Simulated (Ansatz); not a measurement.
Al2Au:
```cif
data_Al2Au
_chemical_formula_sum 'Au1 Al2'
_space_group_name_H-M_alt 'P 1'
_space_group_IT_number 1
_cell_length_a 4.24981
_cell_length_b 4.24981
_cell_length_c 4.24981
_cell_angle_alpha 60.000
_cell_angle_beta 60.000
_cell_angle_gamma 60.000
loop_
_space_group_symop_operation_xyz
  'x, y, z'
loop_
_atom_site_label
_atom_site_type_symbol
_atom_site_fract_x
_atom_site_fract_y
_atom_site_fract_z
_atom_site_occupancy
Au1 Au 0.00000 0.00000 0.00000 1
Al1 Al 0.25000 0.25000 0.25000 1
Al2 Al 0.75000 0.75000 0.75000 1
```

Relaxed with r²SCAN.

### Question
Which orbitals make up the states near the Fermi level in the program Ansatz at the r²SCAN level (PAW)?

### Answer
Within 0.5 eV of the Fermi level: Al 3p 73 %, Al 3s 8 %, Au 5d 6 %, outside the projected shells 11 %. Projections are on Löwdin-orthogonalised atomic valence shells; empty p or d shells of many metals are not among them.

### Question
Tabulate the density of states.

### Answer
States/eV per cell of 3 atoms, in 0.25 eV bins, energy from the Fermi level.

```csv
E (eV),total,Au 5d,Al 3p,Al 3s
-7.85,0.76,0.28,0.20,0.18
-7.60,1.26,0.80,0.14,0.25
-7.35,4.21,2.91,0.44,0.80
-7.10,3.12,2.10,0.47,0.52
-6.85,2.29,1.74,0.35,0.16
-6.60,9.49,7.87,1.36,0.20
-6.35,3.22,2.85,0.30,0.01
-6.10,5.44,4.84,0.38,0.05
-5.85,9.68,8.80,0.45,0.06
-5.60,2.21,1.87,0.14,0.04
-5.35,0.40,0.21,0.09,0.05
-5.10,0.69,0.29,0.19,0.14
-4.85,1.10,0.36,0.37,0.27
-4.60,1.07,0.30,0.39,0.27
-4.35,0.89,0.21,0.35,0.22
-4.10,0.62,0.11,0.27,0.14
-3.85,0.62,0.10,0.28,0.15
-3.60,0.76,0.14,0.36,0.18
-3.35,0.80,0.14,0.39,0.19
-3.10,0.80,0.13,0.41,0.18
-2.85,0.81,0.12,0.43,0.18
-2.60,0.79,0.11,0.44,0.17
-2.35,0.80,0.10,0.47,0.16
-2.10,1.26,0.14,0.88,0.15
-1.85,1.23,0.13,0.86,0.14
-1.60,1.18,0.12,0.83,0.14
-1.35,1.15,0.11,0.81,0.13
-1.10,1.10,0.10,0.79,0.12
-0.85,1.05,0.09,0.76,0.11
-0.60,1.02,0.08,0.74,0.10
-0.35,0.96,0.07,0.71,0.09
-0.10,0.91,0.06,0.67,0.07
0.15,0.87,0.05,0.64,0.06
0.40,0.68,0.04,0.49,0.05
0.65,0.52,0.03,0.35,0.05
0.90,0.41,0.02,0.26,0.04
1.15,0.34,0.02,0.21,0.03
1.40,0.28,0.01,0.16,0.03
1.65,0.34,0.03,0.13,0.11
1.90,0.54,0.06,0.14,0.25
2.15,0.78,0.09,0.21,0.37
2.40,0.99,0.10,0.30,0.43
2.65,1.23,0.11,0.42,0.47
2.90,1.49,0.11,0.55,0.54
3.15,1.85,0.11,0.75,0.66
3.40,1.66,0.08,0.67,0.58
3.65,0.96,0.04,0.39,0.27
3.90,0.55,0.02,0.21,0.08
4.15,1.47,0.08,0.73,0.27
4.40,2.54,0.15,1.45,0.45
4.65,1.80,0.09,1.02,0.30
```

Space group Fm-3m (fluorite or antifluorite type). The cell was relaxed with r²SCAN under the symmetry of its start; of distortions, only those at the zone centre were tested. Scalar-relativistic: spin–orbit coupling is off unless named, which matters more the heavier the elements.

Potentials: the later of the program's two PAW sets.
